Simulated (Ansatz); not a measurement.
ZnGeP2:
```
ZnGeP2
1.0
   -2.71198     2.71198     5.35491
    2.71198    -2.71198     5.35491
    2.71198     2.71198    -5.35491
Zn Ge P
2 2 4
Direct
  0.75000   0.25000   0.50000
  0.00000   0.00000   0.00000
  0.25000   0.75000   0.50000
  0.50000   0.50000   0.00000
  0.12666   0.12500   0.50166
  0.62334   0.62500   0.49834
  0.37500   0.87334   0.99834
  0.87500   0.37666   0.00166
```

Tensor components refer to the Cartesian frame of this cell.

**Question.** Give the high-frequency dielectric tensor and the Born effective charge tensors of the independent atoms from DFPT, PBEsol (plane waves, PAW; program Ansatz).

**Answer.** 
ε∞:
```
12.2  0.00  0.00
0.00  12.2  0.00
0.00  0.00  12.5
```
Z* of atom 1 (Zn), rows: field, columns: displacement, in e:
```
 1.55   0.08   0.00
-0.08   1.55   0.00
 0.00   0.00   1.40
```
Z* of atom 3 (Ge), rows: field, columns: displacement, in e:
```
 2.05  -0.24   0.00
 0.24   2.05   0.00
 0.00   0.00   2.22
```
Z* of atom 5 (P), rows: field, columns: displacement, in e:
```
-1.91   0.00  -0.09
 0.00  -1.69   0.00
 0.03   0.00  -1.81
```

Static charges for comparison (Bader): Zn1 +0.55, Ge3 +0.68, P5 -0.62 e. Born charges measure polarisation by displacement and can exceed these by far.

Space group I-42d (chalcopyrite). Symmetry was held in the PBEsol relaxation. Spin–orbit coupling is left out wherever it is not named.

Potentials: the later of the program's two PAW sets.
